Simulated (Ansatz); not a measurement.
## Stress against strain in ScIn₃

```
CELL_PARAMETERS angstrom
4.46000 0.00000 0.00000
0.00000 4.46000 0.00000
0.00000 0.00000 4.46000
ATOMIC_POSITIONS crystal
Sc 0.00000 0.00000 0.00000
In 0.00000 0.50000 0.50000
In 0.50000 0.00000 0.50000
In 0.50000 0.50000 0.00000
```

Atom numbers follow the list: Sc1, In2, In3, In4.

The cell is COD entry 1539387, as deposited and not checked against the literature; nothing was relaxed.

Spin–orbit coupling is left out, though it moves levels of the heavy atoms by tenths of an eV or more.

The calculation used DFT, PBEsol, all-electron LAPW, scalar-relativistic (Ansatz 0.2.0).

Numerical set-up: a Γ-centred 8×8×8 k mesh, Fermi–Dirac smearing of 0.08 eV, basis error target 1 meV/atom, no spin polarisation.

The strain is applied along the Cartesian axes of the cell as listed (γ is the engineering shear, twice εxy = εyz = εzx). Fractional coordinates are held (clamped ions).

σ is the change of stress from the unstrained cell, which is at -0.29 GPa; tension is positive, so slopes are stress–strain coefficients at that pressure. In a metal the k mesh adds noise.

Only quantities that a quadratic follows smoothly over the whole series are listed; rougher ones are left out.

```tsv
γ	σxy (GPa)
-0.0200	-0.59
-0.0100	-0.29
0.0000	0.00
0.0200	0.59
```

(1) Fit the series and read off the stiffness at zero strain.

(2) One run, at γ = 0.0100, is withheld. Predict its row.

Results:

(1) Least-squares fits y = p0 + p1 x + p2 x² to the rows give σxy (GPa): p1 = 29.5, p2 = -4.5. So C44 (clamped ions) = 29 GPa.

(2) The fits give 0.30; the run gave 0.29.
